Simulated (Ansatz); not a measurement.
Data:

MoRh:
```cif
data_MoRh
_chemical_formula_sum 'Mo1 Rh1'
_space_group_name_H-M_alt 'P-6m2'
_space_group_IT_number 187
_space_group_name_Hall 'P -6 2'
_cell_length_a 2.72678
_cell_length_b 2.72678
_cell_length_c 4.35885
_cell_angle_alpha 90.000
_cell_angle_beta 90.000
_cell_angle_gamma 120.000
loop_
_atom_site_label
_atom_site_type_symbol
_atom_site_symmetry_multiplicity
_atom_site_Wyckoff_symbol
_atom_site_fract_x
_atom_site_fract_y
_atom_site_fract_z
_atom_site_occupancy
Mo1 Mo 1 b 0.00000 0.00000 0.50000 1
Rh1 Rh 1 c 0.33333 0.66667 0.00000 1
```

This is the LDA-relaxed structure.

### Question
All from LDA (plane waves, PAW; program Ansatz), unless another level is named. Give the formation energy from the elements (no fitted shifts).

### Answer
-0.13 eV/atom.

### Question
Give the density of states at the Fermi level.

### Answer
0.86 states/eV per atom (mean over ±0.08 eV).

The workflow started from a Materials Project entry (that database holds measured and hypothetical structures alike); the Crystallography Open Database copy checked does not list it. With Mo and Rh taken as one species the cell has the higher symmetry P6_3/mmc, so it may be an ordered model of a mixed-site phase. Its standing as an ambient phase is unchecked. Symmetry was held in the LDA relaxation; whether a distortion lowers the energy is not shown. The run is not spin-polarised. The references are the lowest solids computed at this level, not always the standard phases. Spin–orbit coupling is left out wherever it is not named.

Potentials: the later of the program's two PAW sets.
